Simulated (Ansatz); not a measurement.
WSe2:
```
CELL_PARAMETERS angstrom
      3.27915     0.00000     0.00000
     -1.63957     2.83982     0.00000
      0.00000     0.00000    12.78199
ATOMIC_POSITIONS crystal
  W  0.66667 0.33333 0.75000
  W  0.33333 0.66667 0.25000
  Se 0.33333 0.66667 0.88176
  Se 0.66667 0.33333 0.11824
  Se 0.66667 0.33333 0.38176
  Se 0.33333 0.66667 0.61824
```

Relaxed with PBE+D3(BJ). Special points in fractions of this cell's reciprocal vectors: Γ (0.000, 0.000, 0.000); M (0.500, 0.000, 0.000); K (0.333, 0.333, 0.000); A (0.000, 0.000, 0.500); L (0.500, 0.000, 0.500); H (0.333, 0.333, 0.500).

**Question.** List the band energies nearest the valence-band maximum at these points for the program Ansatz at the PBE+D3(BJ) with spin–orbit coupling level (PAW).

**Answer.** In eV from the valence-band maximum; about four levels below and three above (degenerate sets whole), none deeper than 8.9 eV; points with the same levels are listed once.

```tsv
k	below	above
Γ	-1.04 -1.04 0.00 0.00	2.39 2.39 2.46 2.46
M	-1.25 -1.25 -1.07 -1.07	2.00 2.00 2.01 2.01
K	-0.66 -0.66 -0.12 -0.12	1.22 1.22 1.30 1.30
A	-0.22 -0.22 -0.22 -0.22	2.41 2.41 2.41 2.41
L	-1.19 -1.19 -1.19 -1.19	2.02 2.02 2.02 2.02
H	-0.64 -0.64 -0.20 -0.20	1.25 1.25 1.30 1.30
```

Space group P6_3/mmc. Symmetry was held in the PBE+D3(BJ) relaxation. The run is not spin-polarised.

Potentials: the earlier of the program's two PAW sets.
